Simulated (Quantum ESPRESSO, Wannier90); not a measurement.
# Tight-binding from DFT: TiO2 (P2₁/c)

```xyz
12
Lattice="4.8127 0.0000 0.0000 0.0000 4.8719 0.0000 -0.8629 0.0000 4.9666" Properties=species:S:1:pos:R:3 pbc="T T T"
Ti     1.5828     2.1787    -1.4247
Ti    -1.5828    -2.1787     1.4247
Ti    -1.1513    -0.2573    -1.0586
Ti     1.1513     0.2573     1.0586
O      2.1721    -1.2551    -0.1650
O     -2.1721     1.2551     0.1650
O     -1.7406     1.1808    -2.3183
O      1.7406    -1.1808     2.3183
O      0.0039     1.5738     1.7461
O     -0.0039    -1.5738    -1.7461
O     -0.4353    -0.8622     0.7372
O      0.4353     0.8622    -0.7372
```

Structure: Materials Project mp-430, symmetrised, not relaxed again. COD (Crystallography Open Database) has the formula in 6 space groups, this one among them (matched by group alone). Method: PBEsol plane waves in Quantum ESPRESSO 7.5 (PseudoDojo norm-conserving files, 68 Ry, no spin polarisation, no spin-orbit coupling), Bloch states on a 4×4×4 mesh through Γ, Wannier90 4.0.1. Density: 8×6×6 mesh, cold smearing 0.01 Ry.

Bands 17-48 form an isolated set from -18.47 to 0.00 eV relative to the valence-band maximum (on the path) and are turned into 32 Wannier functions by minimising the spread from the start: s and p on O.

Q: Where do the functions sit, how wide are they and what are they made of?

A: 
```tsv
functions	spread (Å²)	nearest atom, distance (Å)	second atom, distance (Å)	weight on atomic waves
4	0.85	O 0.45	Ti 1.56	O 2p 57 %, O 2s 24 %, Ti 3d 11 %
8	0.90	O 0.39	Ti 1.77	O 2p 63 %, O 2s 19 %, Ti 3d 10 %
4	0.89	O 0.45	Ti 1.55	O 2p 62 %, O 2s 18 %, Ti 3d 12 %
4	1.05	O 0.27	Ti 1.75	O 2p 72 %, Ti 3d 15 %, O 2s 11 %
8	0.89	O 0.44	Ti 1.53	O 2p 59 %, O 2s 21 %, Ti 3d 14 %
4	0.82	O 0.44	Ti 1.54	O 2p 53 %, O 2s 28 %, Ti 3d 11 %
```

Ω_I = 25.52 Å², Ω_total = 28.81 Å²; the interpolated bands follow pw.x to 0.6 meV rms on the path. It is the lowest total spread that any start reached here.
